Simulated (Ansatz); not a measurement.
# In2Ag under pressure: fit and missing row

In2Ag, I4/mcm, a = 6.790 Å, c = 5.667 Å. The structure is a COD entry; whether it is the stable form wasn't checked. Ansatz: PBEsol, PAW, 420 eV, Γ-centred 8×8×8 mesh on 6 atoms, Gaussian smearing 0.10 eV; no spin polarisation. Cell and atoms are relaxed at each pressure, and no other structure is tried, so the rows at high pressure may lie past a change of phase.

```
V (Å³/atom) P (GPa)
     14.242    90.00
     15.886    49.99
     17.646    25.00
     19.203    11.96
     20.679     4.00
     21.466     1.00
     21.774     0.01
          ?    -1.00
```

Problem. Take V0 = 21.774 Å³/atom, count pressures from its P0 = 0.01 GPa, fit the third-order Birch–Murnaghan form to the other rows, and predict the missing volume.

Solution. With the Eulerian strain f = ½[(V0/V)^(2/3) − 1] and y = (P − P0)/[3f(1 + 2f)^(5/2)], the form is the line y = B0 + 1.5 B0 (B0′ − 4) f. Rows (f, y): 0.16356, 90.4; 0.11695, 84.2; 0.07522, 78.0; 0.04369, 73.9; 0.01750, 69.7; 0.00477, 67.6. Means f = 0.07028, y = 77.300; Σ(Δf)² = 0.01869, ΣΔfΔy = 2.674; the slope is their ratio. y = 67.24 + 143.1 f GPa, so B0 = 67.2 GPa and B0′ = 4 + 2 × (143.1)/(3 × 67.24) = 5.42. P = -1.00 GPa is met at f = -0.00520 (y = 66.50), so V = V0 (1 + 2f)^(−3/2) = 22.118 Å³/atom. The run gave 22.125 Å³/atom, so the fit is 0.007 Å³/atom too low, within twice the rms miss on the fitted rows (0.007 Å³/atom).

The mesh isn't the same in all rows (8×8×8, 10×10×10).